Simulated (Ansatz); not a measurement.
Input:

Cu$_{2}$Se:
```xyz
3
Lattice="0.0000 2.8458 2.8458 2.8458 0.0000 2.8458 2.8458 2.8458 0.0000" Properties=species:S:1:pos:R:3 pbc="T T T"
Cu     4.2688     4.2688     4.2688
Cu     2.8458     2.8458     2.8458
Se     0.0000     0.0000     0.0000
```

This is the PBEsol-relaxed structure.

### Question
All from PBEsol (plane waves, PAW; program Ansatz), unless another level is named. Give the bulk modulus (Birch–Murnaghan fit).

### Answer
106 GPa.

### Question
Next, the elastic constants (relaxed ions, GPa)?

### Answer
C11 = 97.2, C12 = 110, C44 = -24.4.

Space group F-43m. The workflow started from an entry of the Crystallography Open Database (COD). Its standing as an ambient phase is unchecked. Symmetry was held in the PBEsol relaxation. At this level the phase is mechanically unstable. No spin polarisation was allowed. As this level gives no gap, shear constants depend on the k-mesh and smearing (Fermi–Dirac, 0.1 eV here).

Potentials: the later of the program's two PAW sets.
